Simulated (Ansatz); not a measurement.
## Ni: from a starting cell to a relaxed one

The start is a generated cell, Ni placed in the diamond structure type. Cell shape, volume and atoms are optimised at zero target pressure with PBE (plane waves to 420 eV, PAW, scalar-relativistic; Ansatz, an electronic-structure program). The first steps use a coarse 12×12×12 k-mesh.

Initial structure:
```
Ni
1.0
    0.00000     2.30065     2.30065
    2.30065     0.00000     2.30065
    2.30065     2.30065     0.00000
Ni
2
Direct
  0.25000   0.25000   0.25000
  0.00000   0.00000   0.00000
```
Spin-polarised start, with parallel moments on Ni.

Problem. By how much does the energy per atom fall from start to end?

Solution. 0.61 eV/atom.

Problem. What magnetic moments remain?

Solution. Net 0.80 μB/atom, ferromagnetic.

Problem. Write out the relaxed structure.

Solution. 
```cif
data_Ni8
_chemical_formula_sum 'Ni8'
_space_group_name_H-M_alt 'Fd-3m :1'
_space_group_IT_number 227
_space_group_name_Hall 'F 4d 2 3 -1d'
_cell_length_a 5.10048
_cell_length_b 5.10048
_cell_length_c 5.10048
_cell_angle_alpha 90.000
_cell_angle_beta 90.000
_cell_angle_gamma 90.000
loop_
_atom_site_label
_atom_site_type_symbol
_atom_site_symmetry_multiplicity
_atom_site_Wyckoff_symbol
_atom_site_fract_x
_atom_site_fract_y
_atom_site_fract_z
_atom_site_occupancy
Ni1 Ni 8 a 0.00000 0.00000 0.00000 1
```
(The calculation used a cell of 2 atoms; values per cell refer to that cell.)

The space group stays Fd-3m (No. 227) (the run could not lower it); the end is diamond type, with 2 atoms in the primitive magnetic cell. Final values are on a 16×16×16 k-mesh of the relaxed cell. Spin state reached: ferromagnetic (net 0.80 μB/atom), from parallel starting moments; other spin orders were not run from this start.

The run could not lose the symmetry of its start, so the end can be a saddle point.

All atoms sit on sites fixed by symmetry, so only the cell could relax.

The relaxed structure here is a generated cell of Ni: the first start was made by placing the elements on the sites of a structure type, and the end was not matched to a known phase here, so it may be hypothetical. Known forms of Ni include space group No. 225.
